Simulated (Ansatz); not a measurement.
Ansatz (a first-principles code) input:

Ansatz 0.2 input:
```yaml
crystal:
  lattice:
    - [4.4260963233, 0.0, 0.0]
    - [0.0, 4.4260963233, 0.0]
    - [0.0, 0.0, 4.4260963233]
  atoms:
    - { symbol: Sc, position: [0.5, 0.0, 0.5] }
    - { symbol: Sc, position: [0.0, 0.5, 0.5] }
    - { symbol: Sc, position: [0.5, 0.5, 0.0] }
    - { symbol: Al, position: [0.0, 0.0, 0.0] }
kpoints:
  mp_grid: { grid: [9, 9, 9] }
hamiltonian:
  xc: r2scan
  pseudopotentials: { kind: paw }
scf:
  occupations: { method: fermi_dirac, width: 0.1 }
phonons:
  method: dfpt
  response_accuracy: low
  eigenvectors: true
  rigid_motions: translations
```

Output (shortened):

```
Pseudopotential: Sc, paw, valence charge 11
Pseudopotential: Al, paw, valence charge 3
Functional definition: r2SCAN
Crystal: 4 atoms, lattice volume = 86.709 Å³
Basis set: ecut = 500 eV, 2205 PW (Γ), exchange–correlation on 180×180×180 points (125 copies of the dense FFT grid, shifted against one another)
Bands: 22, of which v1, the nominal top of the filled ones, is band 18 counted from 1 (17 counted from 0)
Symmetry: 48 space group operations
k-points: 205 of 729 (irreducible under 2 space group operations, time reversal used)
SCF iter   1: F=—  HF=-6963.225913 eV  |F-HF|=—  |Δ(HF+E_count)|=         —  Δρ=1.02e-2  dr2=1.17e-1  dr2_τ=1.44e-2  ethr=1.77e-3  ⟨swp⟩=4.4  Hψ=42427  notcnv=0
automatic band count: the SCF goes on with 26 bands, as 22 were too few: the levels above may hold too much charge
preconditioner: auto → Kerker (q_TF=auto, 2.356 Å⁻¹)
SCF iter   2: F=—  HF=-6963.295758 eV  |F-HF|=—  |Δ(HF+E_count)|=   6.98e-2  Δρ=4.05e-3  dr2=2.43e-2  dr2_τ=6.84e-4  ethr=3.26e-4  ⟨swp⟩=3.0  Hψ=11958  notcnv=0
SCF iter   3: F=—  HF=-6963.291385 eV  |F-HF|=—  |Δ(HF+E_count)|=   4.37e-3  Δρ=1.15e-3  dr2=1.86e-3  dr2_τ=1.06e-4  ethr=6.76e-5  ⟨swp⟩=2.1  Hψ=7389  notcnv=0
SCF iter   4: F=—  HF=-6963.291459 eV  |F-HF|=—  |Δ(HF+E_count)|=   7.42e-5  Δρ=2.42e-4  dr2=8.53e-5  dr2_τ=1.33e-6  ethr=5.17e-6  ⟨swp⟩=2.1  Hψ=6602  notcnv=0
SCF iter   5: F=—  HF=-6963.291473 eV  |F-HF|=—  |Δ(HF+E_count)|=   1.40e-5  Δρ=3.39e-5  dr2=1.07e-6  dr2_τ=1.12e-7  ethr=2.37e-7  ⟨swp⟩=2.0  Hψ=6442  notcnv=0
SCF iter   6: F=—  HF=-6963.291473 eV  |F-HF|=—  |Δ(HF+E_count)|=   1.17e-7  Δρ=9.63e-6  dr2=1.07e-7  dr2_τ=1.93e-9  ethr=2.96e-9  ⟨swp⟩=2.5  Hψ=8569  notcnv=0
SCF iter   7: F=—  HF=-6963.291473 eV  |F-HF|=—  |Δ(HF+E_count)|=   3.48e-8  Δρ=2.23e-6  dr2=6.32e-9  dr2_τ=1.39e-10  ethr=2.97e-10  ⟨swp⟩=2.0  Hψ=6445  notcnv=0
SCF iter   8: F=—  HF=-6963.291473 eV  |F-HF|=—  |Δ(HF+E_count)|=   1.50e-9  Δρ=4.34e-7  dr2=1.46e-10  dr2_τ=2.02e-12  ethr=1.76e-11  ⟨swp⟩=2.0  Hψ=6513  notcnv=0
SCF iter  10: F=-6963.291473 eV  HF=-6963.291473 eV  |F-HF|=2.73e-12  |Δ(HF+E_count)|=  1.73e-11  Δρ=1.83e-8  dr2=2.31e-13  dr2_τ=9.44e-15  ethr=1.00e-12  ⟨swp⟩=4.0  Hψ=18044  notcnv=0
SCF 1 converged in 10 iterations: F = -6963.291473 eV  dr2 = 2.31e-13
DFPT response loops at Γ: preconditioner auto → Kerker (q_TF=auto, 2.356 Å⁻¹) (partly filled bands, converged f_vac=0.000) …
SCF converged after 10 iterations
Free energy (F): -6963.291473 eV
Harris-Foulkes:  -6963.291473 eV  (|F-HF|=2.73e-12)
Internal energy: -6963.118853 eV  (E = F + TS)
E sigma→0 (E₀):  -6963.205163 eV
Entropy (-TS):   -0.172619 eV (-43.155 meV/atom)
Fermi energy:    9.566063 eV
--- Per-component energies (eV) ---
  E_band       = -518.517957
  E_kinetic    = 805.900173
  E_local      = -2673.194329  (includes V_loc(G=0)·N_el)
  E_nonlocal   = 256.700522
  E_hartree    = 943.875228
  E_xc         = -337.308024
  E_vxc        = -455.773776  (∫ρ·V_xc dr)
  E_paw        = -3365.844057  (= ΣΔE_a)
  E_vpaw       = -368.917578  (= ΣTr[D̂ρ^β])
  E_aug_tail   = 0.000014  (compensation charges beyond the density's cutoff)
  E_vtau       = 29.016571  (kinetic-family band-sum trace: ∫τ·v_τ [+ j·A + Jᵃ·Aᵃ] dr)
  E_ewald      = -2592.472796
  E_core_change = -0.775584  (= ΣΔE_core)
  E_smearing   = -0.172619  (= −TS)
  E_closure    = 0.000000  (closes the sum)
  Σ components = -6963.291473   (vs F -6963.291473, Δ=0.00e0)
  [band-id]    e_kinetic+e_local+e_nonlocal+2·e_hartree+e_vxc+e_vpaw+e_augmentation_tail+e_vtau = -518.517948   (vs E_band -518.517957, Δ=8.69e-6)
--- Band table (eV; the first three rows and the last of 205) ---
  k-point 0: bands = ["-42.0667", "-41.9650", "-41.9650", "-19.8834", "-19.8834", "-19.8834", "-19.6195", "-19.6195", "-19.6195", "-19.4845", "-19.4845", "-19.4845", "2.2227", "6.8553", "8.5219", "8.5219", "9.1736", "9.1736", "9.1736", "10.0459", "10.0459", …
  k-point 1: bands = ["-42.0640", "-41.9677", "-41.9649", "-19.8764", "-19.8764", "-19.8729", "-19.6219", "-19.6219", "-19.6206", "-19.4981", "-19.4893", "-19.4893", "2.3284", "6.8804", "8.1933", "8.6259", "9.0967", "9.0967", "9.2228", "10.0798", "10.0798", …
  k-point 2: bands = ["-42.0563", "-41.9753", "-41.9649", "-19.8570", "-19.8570", "-19.8422", "-19.6296", "-19.6296", "-19.6232", "-19.5365", "-19.5015", "-19.5015", "2.6357", "6.7158", "7.7606", "8.9190", "8.9239", "8.9239", "9.3611", "10.1797", "10.1797", …
  k-point 204: bands = ["-42.0068", "-41.9974", "-41.9910", "-19.8949", "-19.8374", "-19.7231", "-19.7223", "-19.6544", "-19.6050", "-19.5884", "-19.5044", "-19.4926", "4.5270", "6.5291", "6.6281", "7.9819", "8.4598", "9.6961", "9.8894", "9.9232", "10.7941", …
--- Phonons (Γ-DFPT): 3 representative perturbations + reference, on 205 of 729 k-points (Σ response iterations 18) ---
  ASR residual: 1.210e-3 → 0.000e0 eV/Å²; symmetrization residual: 1.752e-4 eV/Å²
  ASR residual per site (eV/Å²): 1.21e-3 1.21e-3 1.21e-3 4.43e-4
  Γ frequencies (cm⁻¹): 0.00 0.00 0.00 189.74 189.74 189.74 227.72 227.72 227.72 254.68 254.68 254.68
  non-analytic LO–TO correction: not included (Born effective charges unavailable; polar crystals: no LO–TO splitting at Γ)
```

Cost: around 9 core-minutes (rough) on shared cores.

Space group Pm-3m (Cu3Au type). The first step of the workflow began from a Materials Project structure, measured or hypothetical; the Crystallography Open Database copy checked does not list it. Whether it is the stable phase at ambient conditions was not checked. The r²SCAN relaxation kept the symmetry of its start; whether a distortion lowers the energy is not shown. The run is not spin-polarised. As this level gives no gap, phonon frequencies hold no LO–TO term and depend on the k-mesh and smearing (Fermi–Dirac, 0.1 eV here).

Potentials: the later of the program's two PAW sets.

Ansatz is a plane-wave DFT program.
